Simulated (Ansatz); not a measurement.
GaAu in space group Pnma (No. 62; Ga on 4c, Au on 4c), PBE (plane waves, PAW; program Ansatz), all energies at zero smearing, with the estimated change up to a 700 eV cutoff added, with one set of potentials and settings (totals compare only within such a set). Cell of 8 atoms (4 Ga, 4 Au): -67731.267 eV.

| element | reference phase | E (eV/atom) |
|---|---|---|
| Ga | Cmce, 4 atoms in the cell | -3783.0209 |
| Au | Fm-3m, 1 atoms in the cell | -13149.3277 |

Formation energy per atom, worked out: (-67731.267 − 4×(-3783.0209) − 4×(-13149.3277))/8 = -0.234 eV/atom (-23 kJ per mol of atoms), at 0 K, without zero-point energy or fitted corrections.

The first step of the workflow began from a Materials Project structure, measured or hypothetical; the Crystallography Open Database files this formula in space group No. 62, but the cells were not matched. Whether it is the stable phase at ambient conditions was not checked. The cell was relaxed with PBE under the symmetry of its start; its stability against distortions is not shown here. The references are the lowest solids computed at this level, not always the standard phases. Scalar-relativistic: spin–orbit coupling is off unless named, which matters more the heavier the elements.

Potentials: the later of the program's two PAW sets.
